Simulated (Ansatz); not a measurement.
## Calculated with Ansatz: Te$_{4}$Mo$_{5}$, settings compared

The input file (Ansatz 0.2.0, plane waves):

```yaml
crystal:
  lattice:
    - [0.0, 0.0, 3.813836]
    - [5.138366, -5.138366, 1.906918]
    - [5.138366, 5.138366, -1.906918]
  atoms:
    - { symbol: Te, position: [0.2797, 0.7792, 0.3386] }
    - { symbol: Te, position: [0.0589, 0.6614, 0.7792] }
    - { symbol: Te, position: [0.7203, 0.2208, 0.6614] }
    - { symbol: Te, position: [0.9411, 0.3386, 0.2208] }
    - { symbol: Mo, position: [0.0, 0.0, 0.0] }
    - { symbol: Mo, position: [0.3752, 0.9392, 0.6896] }
    - { symbol: Mo, position: [0.3144, 0.3104, 0.9392] }
    - { symbol: Mo, position: [0.6248, 0.0608, 0.3104] }
    - { symbol: Mo, position: [0.6856, 0.6896, 0.0608] }
  symmetry: { tolerance: 0.0003 }
kpoints:
  mp_grid: { grid: [5, 5, 5], shift: [0, 0, 0] }
magnetization:
  spin_polarized: false
scf:
  occupations: { method: fermi_dirac, width: 0.0217 }
hamiltonian:
  pseudopotentials: { kind: paw }
  xc: lda
  hubbard:
    projectors: all-electron-ortho-atomic
    sites: [{ species: Mo, l: d, u_eff: 1.28 }]
basis:
  ecutwfc: 420
output:
  forces: true
  stress: true
  eigenvalues: true
```

Launch command:

```bash
ansatz run input.yaml --threads 1 --pin off --max-ram 2560MiB --backend cpu --events-out ev --progress --plain --runs-dir out
```

Origin of the cell: a known structure type with other elements, at an estimated volume, so it need not be a known compound.

Output of this run (shortened):

```
SCF iter   1: F=—  HF=-51515.901917 eV  Δρ=6.11e-2  dr2=1.03e1
SCF iter   2: F=—  HF=-51513.209313 eV  Δρ=3.28e-2  dr2=1.76e0  defer=70
SCF iter   3: F=—  HF=-51512.857471 eV  Δρ=1.33e-2  dr2=1.88e-1  defer=70
SCF iter   4: F=—  HF=-51512.839255 eV  Δρ=5.43e-3  dr2=3.40e-2  defer=66
SCF iter   5: F=—  HF=-51512.834271 eV  Δρ=2.58e-3  dr2=1.05e-2  defer=66
[… 5 lines left out …]
SCF iter  11: F=—  HF=-51512.831655 eV  Δρ=4.47e-5  dr2=2.93e-6  defer=66
SCF iter  12: F=—  HF=-51512.831655 eV  Δρ=2.32e-5  dr2=8.08e-7  defer=66
SCF iter  13: F=—  HF=-51512.831655 eV  Δρ=1.49e-5  dr2=2.76e-7  defer=66
SCF iter  14: F=—  HF=-51512.831655 eV  Δρ=8.22e-6  dr2=1.11e-7
SCF iter  15: F=-51512.831655 eV  HF=-51512.831655 eV  Δρ=4.41e-6  dr2=2.35e-8
SCF 1 converged in 15 iterations: F = -51512.831655 eV  dr2 = 2.35e-8
SCF converged after 15 iterations
Free energy (F): -51512.831655 eV
Harris-Foulkes:  -51512.831655 eV  (|F-HF|=1.42e-8)
Internal energy: -51512.815307 eV  (E = F + TS)
E sigma→0 (E₀):  -51512.823481 eV
Entropy (-TS):   -0.016348 eV (-1.816 meV/atom)
Fermi energy:    14.504701 eV
--- Per-component energies (eV) ---
  E_band       = -1466.238496
  E_kinetic    = 2925.897798
  E_local      = -10157.829222  (includes V_loc(G=0)·N_el)
  E_nonlocal   = -471.926715
  E_hartree    = 5034.127368
  E_xc         = -1400.436870
  E_vxc        = -1553.861396  (∫ρ·V_xc dr)
  E_hubbard    = 7.681159  (on-site DFT+U / exact-exchange correction)
  E_vhub       = -2.179712  (the Hubbard potential's part of the band-sum identity)
  E_paw        = -33492.391828  (= ΣΔE_a)
  E_vpaw       = -2274.592348  (= ΣTr[D̂ρ^β])
  E_aug_tail   = -0.000697  (compensation charges beyond the density's cutoff)
  E_ewald      = -13963.015026
  E_core_change = 5.078726  (= ΣΔE_core)
  E_smearing   = -0.016348  (= −TS)
  Σ components = -51512.831655   (vs F -51512.831655, Δ=0.00e0)
--- Forces (eV/Å), atoms counted from 1 ---
[… 5 lines left out …]
  atom   6  Mo     0.825311     0.912553     0.000000
  atom   7  Mo    -0.912553     0.825311     0.000000
  atom   8  Mo    -0.825311    -0.912553     0.000000
  atom   9  Mo     0.912553    -0.825311    -0.000000
  max |Σ_I F_I| component: 1.11e-16 eV/Å
--- Stress (GPa, compression-positive) ---
      -16.362846      -0.000000       0.000000
        0.000000     -16.362846      -0.000000
        0.000000      -0.000000     -14.955966
  P = ⅓ Tr σ = -15.8939 GPa (-158.939 kbar)
Occupation matrices written to <dir>
```

The same input was run again with these changes:

1. `total_charge` default → -1; `scf.mixing.algorithm` default → msr1; `scf.mixing.beta` default → 0.2
2. `kpoints.mp_grid.grid` [5, 5, 5] → [3, 3, 3]; `hamiltonian.hubbard` { projectors: all-electron-ortho-atomic, sites: [{ species: Mo, l: d, u_eff: 1.28 }] } → { sites: [{ species: Mo, l: d, u_eff: 2.0 }], double_counting: fll }
3. `kpoints.mp_grid.grid` [5, 5, 5] → [6, 6, 6]; `scf.occupations.method` fermi_dirac → methfessel_paxton; `scf.occupations.width` 0.0217 → 0.025
4. `scf.occupations.width` 0.0217 → default; `scf.occupations.method` fermi_dirac → tetrahedron; `scf.eigensolver.kind` default → davidson

```tsv
run	end	SCF iterations	P (GPa)	max force component (eV/Å)	moment (μB)	ΔE(σ→0) (meV/atom)
base	converged	15	-15.89	0.913	–	0
1	converged	15	–	0.880	–	–
2	converged	16	-16.08	0.972	–	–
3	converged	15	-15.90	0.950	–	3.51
4	converged	12	-15.91	0.922	–	-0.96
```

Energies are compared only where functional, datasets, charge and starting cell are the same.

Not properties of the system: run 2 (too coarse or loose: `kpoints.mp_grid.grid` = [3, 3, 3]).

Caveats of the base run: no moments, though an odd count or open d shells may carry them; no spin-orbit coupling, though heavy elements are present; the k mesh is coarse if the cell is a metal.

Run 1: charged cell with a uniform background, whose pressure depends on convention.
Run 4: forces and stress under tetrahedra may miss the slope of the energy.

Time of the base run: 31 s on 1 thread of Intel(R) Xeon(R) Platinum 8488C (Sapphire Rapids) (shared host), peak memory 0.81 GiB, from the program's own first density.
